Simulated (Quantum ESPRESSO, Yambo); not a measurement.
KF (rock salt, space group Fm-3m, No. 225) under isotropic strain (on all lattice vectors), counted from the cell relaxed with PBEsol, atoms relaxed at each step. PBEsol (pw.x of Quantum ESPRESSO, ONCV potentials, scalar-relativistic); G0W0 in Yambo (4×4×4 Γ-centred k mesh, 140 bands and a 14 Ry block in the screening, 140 bands in G with the Bruneval-Gonze terminator, plasmon pole fitted at 27.2 eV).

| strain (%) | PBEsol gap (eV) | kind | G0W0 direct gap (eV) |
|---|---|---|---|
| -3 | 6.68 | near tie | 10.49 at Γ |
| -1.5 | 6.42 | direct | 10.24 at Γ |
| -0.7 | 6.29 | direct | 10.14 at Γ |
| 0 | 6.18 | direct | 10.02 at Γ |
| +1 | (withheld) | direct | (withheld) |
| +2 | 5.89 | direct | 9.73 at Γ |

Problem. Estimate the withheld gaps from the other strains; the computed values follow.

Solution. 
- +1, PBEsol gap (eV): 6.03
- +1, G0W0 direct gap (eV): 9.90 at Γ

GW, BSE and RPA settings are held fixed; their convergence isn't established. «Near tie»: competing band extrema lie within 0.03 eV. Strains are linear. The screening block changes size along the series (229 vectors at -3 %, 229 vectors at -1.5 %, 259 vectors at -0.7 %, 259 vectors at +0 %, 283 vectors at +1 %, 283 vectors at +2 %), which puts steps into the G0W0 values.
